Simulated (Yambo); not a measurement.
# Excitons in NaAuO2 at +1 % isotropic strain

```
NaAuO2
1.0
    3.34507    -1.52133    -0.01977
    3.34507     1.52133    -0.01977
   -2.98245     0.00000     5.44277
O Na Au
2 1 1
Direct
  0.08854   0.08854   0.24203
  0.91146   0.91146   0.75797
  0.50000   0.50000   0.50000
  0.50000   0.50000   0.00000
```

The PBEsol cell relaxed from Materials Project entry mp-997089 was given an isotropic strain of +1 % on all lattice vectors, and the atoms were relaxed again.

BSE in Yambo on PBEsol (pw.x of Quantum ESPRESSO, ONCV potentials, no spin-orbit coupling) bands: 8×8×4 mesh, 7 valence and 3 conduction bands, static screening with 39 bands and a 4 Ry block, scissor 2.03 eV, Tamm-Dancoff; field along x.

```tsv
state	energy (eV)	states within 2 meV	relative strength	class	main transitions
1	2.27	1	< 0.01	dark	VB → CB (93 %)
2	2.72	1	< 0.01	dark	VB → CB (77 %)
3	2.90	1	< 0.01	dark	VB → CB (93 %)
4	2.95	1	< 0.01	dark	VB−2 → CB (64 %)
5	3.17	1	1.00	weak	several band pairs
6	3.19	1	< 0.01	dark	VB → CB (97 %)
7	3.21	1	< 0.01	dark	VB → CB (100 %)
8	3.25	1	< 0.01	dark	VB → CB (96 %)
9	3.27	1	0.01	dark	VB → CB (98 %)
10	3.32	1	< 0.01	dark	VB → CB (99 %)
```

These are vertical excitations (zero momentum); the indirect quasiparticle gap, about 3.03 eV, is smaller than the direct one (3.94 eV on the GW mesh). The direct quasiparticle gap on this mesh is 3.58 eV; counted from there, state 1 is bound by 1.31 eV. Convergence with the mesh was not shown.

Spin singlets only. Strengths are relative to the strongest of the lowest states of this run; strong means a line over 3 % of the spectrum's maximum, dark under 0.03 %. Absolute energies carry the error of the G0W0 scissor, whose convergence isn't established; the long-wavelength screening was taken along (1,1,1) although the crystal is anisotropic.

Without spin-orbit coupling, band edges of such heavy elements can be off by tenths of an eV.

The structure is a Materials Project entry; no match was found in the copy of COD used, and its stability was not checked.
